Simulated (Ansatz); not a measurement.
MgScAlO$_{4}$: do energies and stresses tell the same story?

All numbers below come from DFT r2SCAN, scalar-relativistic, plane waves, PAW in Ansatz 0.2.0.

Cutoff 500 eV; k points 12×12×12 on the computed 7-atom cell (Γ-centred); Gaussian smearing, width 0.02 eV; no spin polarisation.

Relaxed cell: R3m, a = 3.240 Å, b = 3.240 Å, c = 24.819 Å, α = 90.00°, β = 90.00°, γ = 120.00°, 7 atoms in the primitive cell. Whether it is the stable form of this composition wasn't checked.

Energies at zero smearing and pressures from the stress tensor, at volumes with shape and atoms relaxed:
```
V (Å³/atom) E − E(first) (meV/atom) P (GPa)
     10.101                     0.00    12.63
     10.424                   -18.42     5.85
     10.746                   -24.17     0.01
     11.068                   -19.03    -4.99
     11.391                    -4.55    -9.29
```

Task: Check P = −dE/dV between neighbouring volumes, and get the bulk modulus from the pressures alone.

Result: With 1 eV/Å³ = 160.2 GPa:
```tsv
middle V (Å³/atom)	−ΔE/ΔV (GPa)	mean P (GPa)
10.262	9.154	9.241
10.585	2.856	2.931
10.907	-2.554	-2.489
11.230	-7.197	-7.141
```

The two differ by 0.09 GPa at most. The mean of two end pressures misses the average over a step by about ΔV² P″/12, up to 0.09 GPa here; with that taken off 0.00 GPa remains. Around V = 10.746 Å³/atom, the two neighbours give B = −V ΔP/ΔV = 10.746 × 10.84 / 0.645 = 180.7 GPa, against B0 = 179.8 GPa from the Birch–Murnaghan fit of the energies.

Cost: 6 runs of about 37 core-minutes in all, on Arm Neoverse V2 (shared hosts).